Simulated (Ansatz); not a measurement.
MoPd:
```yaml
crystal:
  lattice:
    - [1.31810, -5.29843, 0.00000]
    - [1.31810, 5.29843, 0.00000]
    - [0.00000, 0.00000, 4.32573]
  atoms:
    - { symbol: Mo, position: [0.67477, 0.32523, 0.25000] }
    - { symbol: Pd, position: [0.93098, 0.06902, 0.25000] }
    - { symbol: Mo, position: [0.32523, 0.67477, 0.75000] }
    - { symbol: Pd, position: [0.06902, 0.93098, 0.75000] }
```

Relaxed with r²SCAN. Special points in fractions of this cell's reciprocal vectors: Γ (0.000, 0.000, 0.000); Y (-0.500, 0.500, 0.000); C0 (-0.265, 0.735, 0.000); Σ0 (0.265, 0.265, 0.000); Z (0.000, 0.000, 0.500); A0 (0.265, 0.265, 0.500); E0 (-0.265, 0.735, 0.500); T (-0.500, 0.500, 0.500); S (0.000, 0.500, 0.000); R (0.000, 0.500, 0.500).

### Question
List the band energies nearest the Fermi level at these points for the program Ansatz at the r²SCAN level (PAW).

### Answer
In eV from the Fermi level; about four levels below and three above (degenerate sets whole), none deeper than 8.9 eV; points with the same levels are listed once.

```json
[
 {"k": "Γ", "below": "-1.79 -1.79 -1.70 -1.15", "above": "1.65 1.88 1.99"},
 {"k": "Y", "below": "-1.96 -1.66 -1.38 -1.32", "above": "1.15 2.00 2.21"},
 {"k": "C0", "below": "-2.20 -1.76 -1.00 -0.06", "above": "0.62 1.37 1.49"},
 {"k": "Z", "below": "-1.65 -1.65 -0.27 -0.27", "above": "0.69 0.69 1.70 1.70"},
 {"k": "A0", "below": "-0.68 -0.68 -0.29 -0.29", "above": "1.34 1.34 2.97 2.97"},
 {"k": "T", "below": "-1.86 -1.86 -1.63 -1.63", "above": "0.65 0.65 2.04 2.04"},
 {"k": "S", "below": "-2.42 -2.23 -1.42 -1.41", "above": "0.04 0.52 0.57"},
 {"k": "R", "below": "-1.73 -1.73 -0.76 -0.76", "above": "0.13 0.13 0.79 0.79"}
]
```

Space group Cmcm. The start of the workflow was typed in or built on a structure type; neither database checked (COD, Materials Project) lists it. Its standing as an ambient phase is unchecked. The cell was relaxed with r²SCAN under the symmetry of its start; its stability against distortions is not shown here. The run is not spin-polarised. Spin–orbit coupling is left out wherever it is not named.

Potentials: the earlier of the program's two PAW sets.
